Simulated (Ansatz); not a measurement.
Y:
```cif
data_Y2
_chemical_formula_sum 'Y2'
_space_group_name_H-M_alt 'Im-3m'
_space_group_IT_number 229
_space_group_name_Hall '-I 4 2 3'
_cell_length_a 4.06572
_cell_length_b 4.06572
_cell_length_c 4.06572
_cell_angle_alpha 90.000
_cell_angle_beta 90.000
_cell_angle_gamma 90.000
loop_
_atom_site_label
_atom_site_type_symbol
_atom_site_symmetry_multiplicity
_atom_site_Wyckoff_symbol
_atom_site_fract_x
_atom_site_fract_y
_atom_site_fract_z
_atom_site_occupancy
Y1 Y 2 a 0.00000 0.00000 0.00000 1
```
(The calculation used a cell of 1 atom; values per cell refer to that cell.)

Relaxed with r²SCAN.

Tabulate the valence density and the electron localisation function along the shortest Y–Y contact (3.52 Å), r²SCAN in the plane-wave PAW code Ansatz.



```
distance from Y (Å)  density (e/Å³)   ELF
-------------------  --------------  ----
0.35                           3.69  0.73
0.53                           3.10  0.84
0.70                           1.92  0.84
0.88                           0.92  0.71
1.06                           0.39  0.35
1.23                           0.18  0.10
1.41                           0.11  0.06
1.58                           0.09  0.08
1.76                           0.08  0.11
1.94                           0.09  0.08
2.11                           0.11  0.06
2.29                           0.18  0.10
2.46                           0.39  0.35
2.64                           0.92  0.71
2.82                           1.92  0.84
2.99                           3.10  0.84
3.17                           3.69  0.73
```

The density is the valence pseudo-density with augmentation charge, so density and ELF within about 1 Å of a nucleus are not all-electron values.

The start of the workflow was typed in or built on a structure type; neither database checked (COD, Materials Project) lists it. It is not the phase usual at ambient conditions (space group No. 194). The cell was relaxed with r²SCAN under the symmetry of its start; whether a distortion lowers the energy is not shown. The run is not spin-polarised.

Potentials: the later of the program's two PAW sets.
